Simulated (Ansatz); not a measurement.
The elements of this relaxed trial crystal are hidden behind letters.

```
lattice vectors (Å)
   4.1755    0.0000    0.0000
   0.0000    4.1755    0.0000
   0.0000    0.0000    5.3832
fractional positions
X 0.0000 0.5000 0.5000
X 0.5000 0.0000 0.5000
Z 0.0000 0.0000 0.0000
Q 0.5000 0.5000 0.2269
Q 0.5000 0.5000 0.7731
```

Computed with Ansatz, DFT PBE, scalar-relativistic, plane waves, PAW. Plane waves to 420 eV, a 10×10×8 mesh through Γ for the 5-atom cell and 0.10 eV Gaussian smearing; no spin polarisation.

- Space group: P4/mmm (No. 123)
- Conventional cell: a = 4.175 Å, c = 5.383 Å
- Volume per atom: 18.77 Å³
- Density: 10.41 g/cm³
- Energy over the elements: +0.19 eV/atom
- Gap on the 10×10×8 mesh of the 5-atom cell: 0 eV (a metal)

Energies are uncorrected and count from the elements' standard states at the same level.

Task: X is a d-block element of period 4, Z is a d-block element of period 5 and Q is a d-block element of period 6. Which elements are they?

Result: X = Ti, Z = Cd, Q = Os, so the formula is Ti2CdOs2. Density times volume gives a mean mass of 10.41 × 18.77/1.6605 = 117.7 u per atom, and this set has 117.7 u. Around Ti lie 4 Os at 2.55 Å, 4 Ti at 2.95 Å and 4 Cd at 3.41 Å; around Cd lie 8 Os at 3.20 Å and 8 Ti at 3.41 Å; Os is surrounded by 1 Os at 2.44 Å, 4 Ti at 2.55 Å, 1 Os at 2.94 Å and 4 Cd at 3.20 Å. Other sets within the hints have nearly the same mass, so mass alone doesn't settle it; this one was computed.

These runs have no spin–orbit coupling, which can matter for Os. A structure relaxed within its symmetry needn't be a true minimum.
